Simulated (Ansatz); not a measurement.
TiN (rock salt, space group No. 225) under volume change, DFT-r²SCAN in the program Ansatz with PAW potentials, scaled uniformly.

```csv
V (Å³/atom),E − E(relaxed) (meV/atom),P (GPa)
8.624,83.4,33.98
8.908,35.0,20.83
9.192,___,___
9.476,0.0,0.00
9.761,7.5,-8.21
10.045,___,___
10.329,61.0,-21.25
```

**Question.** Fill in the missing entries.

**Answer.** 
- 10.045, E − E(relaxed) (meV/atom): 28.5
- 10.045, P (GPa): -15.24
- 9.192, E − E(relaxed) (meV/atom): 8.3
- 9.192, P (GPa): 9.60

**Question.** What does a third-order Birch–Murnaghan fit give for V₀, B₀ and B′?

**Answer.** V₀ = 9.48 Å³/atom, B₀ = 296 GPa, B′ = 4.2.

Space group Fm-3m (rock salt). The cell was relaxed with r²SCAN under the symmetry of its start. No spin polarisation was allowed. The volume moved by -36 % from the start of the relaxation.

Potentials: the later of the program's two PAW sets.
